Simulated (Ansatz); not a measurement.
# Band table of LaAs (zincblende type)

```yaml
crystal:
  lattice:
    - [0.00000, 2.53546, 2.53546]
    - [2.53546, 0.00000, 2.53546]
    - [2.53546, 2.53546, 0.00000]
  atoms:
    - { symbol: La, position: [0.00000, 0.00000, 0.00000] }
    - { symbol: As, position: [0.25000, 0.25000, 0.25000] }
```

The cell comes from a relaxation on PAW files under the same functional, begun from a prototype that needn't be the stable phase.

All numbers are PBEsol results (scalar-relativistic) from Ansatz 0.2.0, with a Γ-centred 12×12×12 k mesh, Fermi–Dirac smearing of 0.05 eV, no spin polarisation. Methods: LAPW: all electrons, basis error target 1 meV/atom.

This run: volume at 0.43 of the series' base cell.

Spin–orbit coupling is left out, which matters for the heavy atoms. The structure type is held throughout; the real material can change phase at far lower pressure.

Path points, in fractions of the reciprocal vectors: Γ (0.000, 0.000, 0.000), X (-0.500, -0.500, 0.000), U (-0.375, -0.375, 0.250), K (-0.375, 0.000, 0.375), L (0.000, 0.000, 0.500), W (-0.500, -0.250, 0.250). The distance column jumps between branches of the path. Levels in eV from the Fermi level; bands 20 to 30, counted from the lowest band of the run. The gap is zero, the pressure 172.1 GPa.

```
# k(1/Å) point b20 b21 b22 b23 b24 b25 b26 b27 b28 b29 b30
0.000 Γ -15.70 -15.70 -15.70 -10.56 -4.75 -4.75 -4.75 0.19 2.36 2.36 2.78
0.155 - -15.98 -15.77 -15.77 -10.27 -4.88 -4.59 -4.59 0.41 1.69 2.38 2.83
0.310 - -16.65 -15.95 -15.95 -9.59 -5.16 -4.14 -4.14 0.64 1.08 2.43 2.98
0.465 - -17.46 -16.22 -16.22 -8.89 -5.42 -3.44 -3.44 -0.08 1.70 2.51 3.18
0.620 - -18.26 -16.50 -16.50 -8.43 -5.59 -2.56 -2.56 -0.43 2.30 2.60 3.36
0.774 - -18.97 -16.77 -16.77 -8.28 -5.75 -1.57 -1.57 -0.19 2.67 2.74 3.47
0.929 - -19.52 -16.98 -16.98 -8.29 -5.98 -0.54 -0.54 0.55 2.73 2.97 3.46
1.084 - -19.87 -17.12 -17.12 -8.32 -6.19 0.34 0.34 1.39 2.77 3.00 3.34
1.239 X -19.99 -17.17 -17.17 -8.34 -6.27 0.73 0.73 1.81 2.78 2.95 3.23
1.294 - -19.99 -17.18 -17.16 -8.32 -6.25 0.67 0.70 1.79 2.77 2.95 3.25
1.349 - -19.97 -17.23 -17.15 -8.25 -6.17 0.51 0.60 1.72 2.72 2.95 3.28
1.403 - -19.95 -17.31 -17.13 -8.16 -6.04 0.29 0.43 1.56 2.65 2.99 3.33
1.458 - -19.93 -17.40 -17.10 -8.05 -5.85 0.04 0.22 1.33 2.56 3.05 3.38
1.513 - -19.90 -17.51 -17.06 -7.94 -5.60 -0.20 -0.02 1.04 2.44 3.11 3.44
1.568 - -19.86 -17.61 -17.01 -7.84 -5.29 -0.42 -0.29 0.72 2.30 3.16 3.50
1.622 - -19.82 -17.71 -16.96 -7.75 -4.96 -0.59 -0.58 0.37 2.15 3.19 3.53
1.677 U -19.78 -17.79 -16.90 -7.68 -4.61 -0.87 -0.71 0.01 1.98 3.21 3.54
2.436 K -19.78 -17.79 -16.90 -7.68 -4.61 -0.87 -0.71 0.01 1.98 3.21 3.54
2.600 - -19.66 -17.85 -16.69 -7.60 -3.78 -1.75 -1.19 -0.31 1.44 3.19 3.49
2.764 - -19.47 -17.65 -16.46 -7.72 -3.47 -2.55 -2.21 0.85 0.95 3.08 3.31
2.929 - -19.12 -17.27 -16.23 -8.02 -3.50 -3.23 -2.94 0.62 1.82 2.88 3.01
3.093 - -18.55 -16.81 -16.04 -8.43 -4.04 -3.78 -3.12 0.53 1.73 2.35 3.19
3.257 - -17.77 -16.36 -15.88 -8.95 -4.52 -4.20 -3.48 0.72 1.38 1.87 3.22
3.422 - -16.88 -16.01 -15.78 -9.59 -4.75 -4.50 -4.08 0.98 1.17 1.76 3.01
3.586 - -16.06 -15.78 -15.72 -10.25 -4.78 -4.69 -4.57 0.43 1.81 2.10 2.84
3.750 Γ -15.70 -15.70 -15.70 -10.56 -4.75 -4.75 -4.75 0.19 2.36 2.36 2.78
3.884 - -15.96 -15.72 -15.72 -10.35 -4.74 -4.68 -4.68 0.36 2.05 2.05 2.75
4.018 - -16.60 -15.79 -15.79 -9.87 -4.64 -4.50 -4.50 0.76 1.66 1.66 2.68
4.153 - -17.40 -15.90 -15.90 -9.42 -4.27 -4.26 -4.26 1.17 1.39 1.39 2.67
4.287 - -18.19 -16.01 -16.01 -9.17 -4.01 -4.01 -3.55 1.32 1.32 1.35 2.85
4.421 - -18.90 -16.12 -16.12 -9.10 -3.82 -3.82 -2.53 1.32 1.47 1.47 3.10
4.555 - -19.45 -16.21 -16.21 -9.12 -3.72 -3.72 -1.39 1.26 1.79 1.79 3.22
4.689 - -19.79 -16.27 -16.27 -9.15 -3.67 -3.67 -0.42 1.32 2.14 2.14 3.11
4.823 L -19.91 -16.29 -16.29 -9.17 -3.66 -3.66 -0.05 1.47 2.29 2.29 2.94
4.933 - -19.90 -16.40 -16.32 -9.04 -3.71 -3.57 -0.18 1.49 2.22 2.27 3.01
5.042 - -19.86 -16.67 -16.39 -8.70 -3.82 -3.32 -0.53 1.39 2.18 2.29 3.13
5.152 - -19.80 -17.03 -16.50 -8.26 -3.92 -2.94 -0.93 0.98 2.27 2.48 3.21
5.261 - -19.74 -17.37 -16.65 -7.83 -3.95 -2.67 -1.08 0.42 2.34 2.81 3.25
5.371 - -19.70 -17.61 -16.84 -7.45 -3.89 -2.76 -0.84 0.05 2.42 3.08 3.24
5.480 - -19.70 -17.73 -17.04 -7.18 -3.82 -2.92 -1.13 0.56 2.50 3.18 3.24
5.590 - -19.72 -17.73 -17.22 -7.00 -3.84 -2.86 -1.62 1.35 2.58 3.03 3.28
5.699 W -19.73 -17.70 -17.31 -6.94 -3.88 -2.73 -1.87 1.73 2.73 2.80 3.28
5.777 - -19.74 -17.68 -17.30 -7.00 -4.14 -2.43 -1.77 1.73 2.73 2.80 3.28
5.854 - -19.78 -17.62 -17.29 -7.19 -4.61 -1.85 -1.49 1.72 2.72 2.81 3.28
5.932 - -19.82 -17.53 -17.26 -7.44 -5.08 -1.22 -1.08 1.71 2.72 2.82 3.28
6.009 - -19.87 -17.43 -17.24 -7.71 -5.49 -0.61 -0.60 1.71 2.71 2.84 3.27
6.087 - -19.92 -17.33 -17.21 -7.96 -5.83 -0.11 -0.06 1.71 2.71 2.87 3.26
6.164 - -19.96 -17.24 -17.19 -8.17 -6.07 0.33 0.37 1.74 2.73 2.90 3.25
6.241 - -19.98 -17.19 -17.17 -8.29 -6.22 0.63 0.64 1.78 2.76 2.94 3.24
6.319 X -19.99 -17.17 -17.17 -8.34 -6.27 0.73 0.73 1.81 2.78 2.95 3.23
```
